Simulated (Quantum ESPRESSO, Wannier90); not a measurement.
YGe (Cmcm): Wannier90 run

```
begin unit_cell_cart
ang
    0.0000000000    0.0000000000    3.9546000000
   -4.2825600000    0.0000000000    0.0000000000
    2.1412800000   -5.3622000000    0.0000000000
end unit_cell_cart
begin atoms_frac
Y   -0.2500000000  0.1386100000  0.2772200000
Y    0.2500000000 -0.1386100000 -0.2772200000
Ge  -0.2500000000  0.4156200000 -0.1687600000
Ge   0.2500000000 -0.4156200000  0.1687600000
end atoms_frac
```

Structure: Materials Project mp-9971, symmetrised, not relaxed again. Not found in the COD (Crystallography Open Database) copy used; not checked further. Method: PBEsol plane waves in Quantum ESPRESSO 7.5 (PseudoDojo norm-conserving files, 63 Ry, spinors with spin-orbit coupling), Bloch states on a 4×4×4 mesh through Γ, Wannier90 4.0.1. Density: 8×8×8 mesh, cold smearing 0.01 Ry.

A tight-binding model is made by disentanglement and projection with no localisation steps (num_iter = 0), so the 52 orbitals stay atom-like: hydrogen-like Y: s;p;d; Ge: s;p, axes along x, y, z; frozen window up to 1.50 eV relative to the Fermi level. It follows pw.x to 21 meV rms for states up to 1.0 eV relative to the Fermi level. Matrix elements depend on this choice of orbitals and windows.

The 45 largest hoppings ⟨m,0|H|n,R⟩ between different sites (one of each Hermitian pair; signs follow the real orbitals' lobes; the list may end inside a set of equal values):

| m | n | R | distance of the centres (Å) | t (eV) | Im t (eV) |
|---|---|---|---|---|---|
| Y1 py↑ | Ge3 py↑ | 0 0 1 | 3.09 | 2.128 | 0.000 |
| Y1 py↓ | Ge3 py↓ | 0 0 1 | 3.09 | 2.128 | 0.000 |
| Ge4 py↑ | Y2 py↑ | 0 0 1 | 3.09 | 2.128 | 0.000 |
| Ge4 py↓ | Y2 py↓ | 0 0 1 | 3.09 | 2.128 | 0.000 |
| Ge3 pz↑ | Ge4 py↑ | 0 1 0 | 2.64 | -1.669 | 0.000 |
| Ge3 pz↓ | Ge4 py↓ | 0 1 0 | 2.64 | -1.669 | 0.000 |
| Ge3 py↑ | Ge4 pz↑ | 0 1 0 | 2.64 | -1.669 | 0.000 |
| Ge3 py↓ | Ge4 pz↓ | 0 1 0 | 2.64 | -1.669 | 0.000 |
| Ge4 pz↑ | Ge3 py↑ | 1 -1 0 | 2.64 | 1.669 | 0.000 |
| Ge4 pz↓ | Ge3 py↓ | 1 -1 0 | 2.64 | 1.669 | 0.000 |
| Ge4 py↑ | Ge3 pz↑ | 1 -1 0 | 2.64 | 1.669 | 0.000 |
| Ge4 py↓ | Ge3 pz↓ | 1 -1 0 | 2.64 | 1.669 | 0.000 |
| Y1 dx2-y2↑ | Ge3 py↑ | 0 0 1 | 2.99 | 1.663 | 0.000 |
| Y1 dx2-y2↓ | Ge3 py↓ | 0 0 1 | 2.99 | 1.663 | 0.000 |
| Ge4 py↑ | Y2 dx2-y2↑ | 0 0 1 | 2.99 | -1.663 | 0.000 |
| Ge4 py↓ | Y2 dx2-y2↓ | 0 0 1 | 2.99 | -1.663 | 0.000 |
| Y1 s↑ | Ge3 py↑ | 0 0 1 | 3.01 | -1.621 | 0.000 |
| Y1 s↓ | Ge3 py↓ | 0 0 1 | 3.01 | -1.621 | 0.000 |
| Ge4 py↑ | Y2 s↑ | 0 0 1 | 3.01 | 1.621 | 0.000 |
| Ge4 py↓ | Y2 s↓ | 0 0 1 | 3.01 | 1.621 | 0.000 |
| Ge3 pz↑ | Ge4 pz↑ | 0 1 0 | 2.63 | 1.349 | 0.000 |
| Ge3 pz↓ | Ge4 pz↓ | 0 1 0 | 2.63 | 1.349 | 0.000 |
| Ge4 pz↑ | Ge3 pz↑ | 1 -1 0 | 2.63 | 1.349 | 0.000 |
| Ge4 pz↓ | Ge3 pz↓ | 1 -1 0 | 2.63 | 1.349 | 0.000 |
| Ge3 s↑ | Ge4 pz↑ | 0 1 0 | 2.66 | 1.314 | 0.000 |
| Ge3 s↓ | Ge4 pz↓ | 0 1 0 | 2.66 | 1.314 | 0.000 |
| Ge3 pz↑ | Ge4 s↑ | 0 1 0 | 2.66 | -1.314 | 0.000 |
| Ge3 pz↓ | Ge4 s↓ | 0 1 0 | 2.66 | -1.314 | 0.000 |
| Ge4 s↑ | Ge3 pz↑ | 1 -1 0 | 2.66 | 1.314 | 0.000 |
| Ge4 s↓ | Ge3 pz↓ | 1 -1 0 | 2.66 | 1.314 | 0.000 |
| Ge4 pz↑ | Ge3 s↑ | 1 -1 0 | 2.66 | -1.314 | 0.000 |
| Ge4 pz↓ | Ge3 s↓ | 1 -1 0 | 2.66 | -1.314 | 0.000 |
| Ge4 pz↑ | Y1 px↑ | 1 0 0 | 2.99 | -1.274 | 0.006 |
| Ge3 pz↑ | Y2 px↑ | 0 0 0 | 2.99 | 1.274 | -0.006 |
| Ge3 pz↓ | Y2 px↓ | 0 0 0 | 2.99 | 1.274 | 0.006 |
| Ge4 pz↑ | Y1 px↑ | 0 0 0 | 2.99 | 1.274 | -0.006 |
| Ge4 pz↓ | Y1 px↓ | 0 0 0 | 2.99 | 1.274 | 0.006 |
| Y1 px↑ | Ge4 pz↑ | 0 1 0 | 2.99 | -1.274 | 0.006 |
| Y1 px↓ | Ge4 pz↓ | 0 1 0 | 2.99 | -1.274 | -0.006 |
| Ge3 pz↑ | Y2 px↑ | 0 1 0 | 2.99 | -1.274 | -0.006 |
| Ge3 pz↓ | Y2 px↓ | 0 1 0 | 2.99 | -1.274 | 0.006 |
| Y2 px↑ | Ge3 pz↑ | 1 -1 0 | 2.99 | 1.274 | -0.006 |
| Y2 px↓ | Ge3 pz↓ | 1 -1 0 | 2.99 | 1.274 | 0.006 |
| Ge4 pz↑ | Y1 px↑ | 1 -1 0 | 2.99 | 1.274 | 0.006 |
| Ge4 pz↓ | Y1 px↓ | 1 -1 0 | 2.99 | 1.274 | -0.006 |
